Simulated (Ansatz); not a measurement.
SrZrO$_{3}$ (cubic perovskite, Pm-3m) under volume change, the program Ansatz at the PBEsol level (PAW), scaled uniformly.

```json
[
 {"V (Å³/atom)": "14.618", "E − E(relaxed) (meV/atom)": "45.5", "P (GPa)": "11.02"},
 {"V (Å³/atom)": "15.100", "E − E(relaxed) (meV/atom)": "19.1", "P (GPa)": "6.69"},
 {"V (Å³/atom)": "15.582", "E − E(relaxed) (meV/atom)": "4.5", "P (GPa)": "3.07"},
 {"V (Å³/atom)": "16.064", "E − E(relaxed) (meV/atom)": "0.0", "P (GPa)": "0.01"},
 {"V (Å³/atom)": "16.546", "E − E(relaxed) (meV/atom)": "4.0", "P (GPa)": "-2.59"},
 {"V (Å³/atom)": "17.028", "E − E(relaxed) (meV/atom)": "15.2", "P (GPa)": "-4.82"},
 {"V (Å³/atom)": "17.510", "E − E(relaxed) (meV/atom)": "32.7", "P (GPa)": "-6.73"}
]
```

What does a third-order Birch–Murnaghan fit give for V₀, B₀ and B′?

V₀ = 16.06 Å³/atom, B₀ = 94.4 GPa, B′ = 4.5.

The workflow started from an entry of the Crystallography Open Database (COD), which files this formula under 3 space groups. Whether it is the stable phase at ambient conditions was not checked. The cell was relaxed with PBEsol under the symmetry of its start. At this level the phase is mechanically unstable. The run is not spin-polarised. The volume lies over 15 % above that of the usual cell of this phase: another minimum, or an error of the functional.

Potentials: the later of the program's two PAW sets.
